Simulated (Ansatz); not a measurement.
Question: Each is relaxed and computed with the program Ansatz at the PBE level (PAW). Which is the only metal?
A) SrCdSiS4, Ama2 (Pearson symbol oS28)
B) TaSi2, P6/mmm (Ta on 1a, Si on 2d)
C) SiC, P6_222 (Si on 3d, C on 3c)
D) SiO2, CdI2 type

Answer: B, TaSi2, P6/mmm (Ta on 1a, Si on 2d). TaSi2: metal; SiO2: gap 6.25 eV (indirect); SrCdSiS4: gap 2.70 eV (indirect); SiC: gap 0.87 eV (indirect). Constructed cells (a structure type filled with these elements, in neither database checked): TaSi2, P6/mmm (Ta on 1a, Si on 2d); SiO2, CdI2 type; SiC, P6_222 (Si on 3d, C on 3c). Not the usual ambient phase: SiO2, CdI2 type; SiC, P6_222 (Si on 3d, C on 3c). Standing as an ambient phase not checked: SrCdSiS4, Ama2 (Pearson symbol oS28). Weakly bound layers, chains or molecules computed without a dispersion correction, so cells and soft constants are ill determined: SiO2, CdI2 type. All cells were relaxed under the symmetry of their starts (and spin orders); stability against distortions was not tested throughout. Rows with no word on spin ran without spin polarisation. Scalar-relativistic: spin–orbit coupling is off unless named, which matters more the heavier the elements.

Potentials: the later of the program's two PAW sets.
